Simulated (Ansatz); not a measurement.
## FeNi, a database entry at a rescaled volume

```xyz
2
Lattice="2.5298 0.0000 0.0000 0.0000 2.5298 0.0000 0.0000 0.0000 3.5774" Properties=species:S:1:pos:R:3 pbc="T T T"
Fe    0.0000    0.0000    0.0000
Ni    1.2649    1.2649    1.7887
```

Level: r2SCAN, no spin polarisation; 500 eV; 13×13×9 Γ-centred mesh; fermi-dirac occupations (width 0.1 eV); Ansatz 0.2.0, fixed geometry.

Q: Is it stable against the elements?

A: 0.65 eV an atom against the elements' usual phases (free molecules for gases, crystals otherwise, with no correction for O₂ or N₂), so at this geometry it isn't bound against them. Relaxing would lower it.

Q: What do density and ELF say about some of the short contacts?

A: Fe–Ni at 2.53 Å: least valence density 0.31 e/Å³ and ELF 0.29 there. Fe–Fe at 2.53 Å: least valence density 0.33 e/Å³ and ELF 0.30 there. Ni–Ni at 2.53 Å: least valence density 0.30 e/Å³ and ELF 0.24 there. These are pseudo-fields; inside the PAW spheres they differ from the all-electron ones.

Q: Is the cell too large or too small?

A: The pressure is -23.8 GPa (compression positive), so with the atoms held at these fractions the cell would first shrink. The principal stresses -25.6, -25.6, -20.2 GPa differ, so its shape would change too.

Q: How is the charge shared?

A: Bader charges in e: Fe +0.16, Ni -0.16. In the mean Fe gives up most and Ni takes most.

Q: Is there a gap?

A: It is a metal, with about 4.7 states/eV a cell as the mean within 0.25 eV of the Fermi level, mostly Fe d (65 %) and Ni d (33 %).

Origin: a database entry at a rescaled volume. Caveats: no spin polarisation, so a magnetic state may lie lower; atoms or cell far from equilibrium.
